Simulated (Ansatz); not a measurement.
Steps from a short run of molecular dynamics on a 1×1×1 supercell (4 atoms) of Si3C (ordering on diamond), relaxed with r2SCAN; forces from PBEsol in the PAW code Ansatz, 4×4×4 mesh, Fermi-Dirac smearing of 0.052 eV, constant energy and volume (NVE), started at 600 K. Spin polarisation is off, nuclei are classical, and the run is far too short for thermal averages. The structure comes from a prototype and may be hypothetical.

Cell vectors in Å:
```
 1.6986  0.9807  5.8709
-1.6986  0.9807  5.8709
 0.0000 -1.9614  5.8709
```

Q: At 16 fs positions (Å), velocities (Å/fs) and forces (eV/Å) are
```
C   1.6160  0.9901  5.9662   -0.0041  0.0000 -0.0017    0.1841 -0.1087 -1.5528
Si  0.0775  0.0019  8.7246    0.0035 -0.0001 -0.0016   -0.5950 -0.0703  0.1753
Si -0.0752  0.0004  6.3385   -0.0048  0.0003 -0.0021   -0.0245  0.0931  1.1421
Si  0.0331 -0.0062 15.7288    0.0031 -0.0002  0.0045    0.4354  0.0858  0.2354
```
Where are the atoms one step (2 fs) later, and what forces do they feel?

A:
```
C   1.6080  0.9899  5.9603    0.1659 -0.0953 -1.4366
Si  0.0840  0.0017  8.7214   -0.5781 -0.0677  0.2878
Si -0.0849  0.0009  6.3351   -0.0037  0.0818  1.1588
Si  0.0396 -0.0065 15.7380    0.4159  0.0812 -0.0100
```
The temperature goes from 303.0 to 310.3 K.

Q: At 32 fs the positions in Å are
```
C    1.561   0.984   5.842
Si   0.111  -0.002   8.717
Si  -0.150   0.007   6.351
Si   0.098  -0.006  15.778
```
What are the forces, and how far does the free energy (smearing included) lie above that of step 0, with the atoms on their sites?

A: 28.7 meV an atom; forces in eV/Å:
```
C   -0.112   0.065   1.132
Si  -0.170  -0.019   0.568
Si   0.206  -0.058   0.445
Si   0.076   0.011  -2.146
```
